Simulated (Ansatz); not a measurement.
## Lattice vibrations of PbF₂ at Γ

The calculation used DFT PBE+D3(BJ), scalar-relativistic, plane waves, PAW (Ansatz 0.2.0). Cutoff 420 eV, 8×8×8 k-points (Γ-centred), fixed occupations. No spin polarisation. Phonons by linear response, acoustic sum rule imposed.

Equilibrium structure at this level:
```yaml
crystal:
  lattice:
    - [0.00000, 2.98119, 2.98119]
    - [2.98119, 0.00000, 2.98119]
    - [2.98119, 2.98119, 0.00000]
  atoms:
    - { symbol: Pb, position: [0.00000, 0.00000, 0.00000] }
    - { symbol: F, position: [0.25000, 0.25000, 0.25000] }
    - { symbol: F, position: [0.75000, 0.75000, 0.75000] }
```

Spin–orbit coupling is left out, which matters for heavy elements.

(1) Give the high-frequency dielectric tensor ε∞.

(2) Give the Born effective charges.

(3) How large is the static dielectric tensor with the ions free to move, and what share of it is ionic?

Answers

(1)
```
3.31 0.00 0.00
0.00 3.31 0.00
0.00 0.00 3.31
```

(2)
```tsv
atom	Z*xx	Z*yy	Z*zz	mean
Pb (atom 1)	3.18	3.18	3.18	3.18
F (atom 2)	-1.59	-1.59	-1.59	-1.59
```

(3)
```
29.5  0.0  0.0
 0.0 29.5  0.0
 0.0  0.0 29.5
```
The ions give 89 % of its trace.

Cost: 1 run of about 1.4 core-minutes, on Arm Neoverse N1 (shared hosts).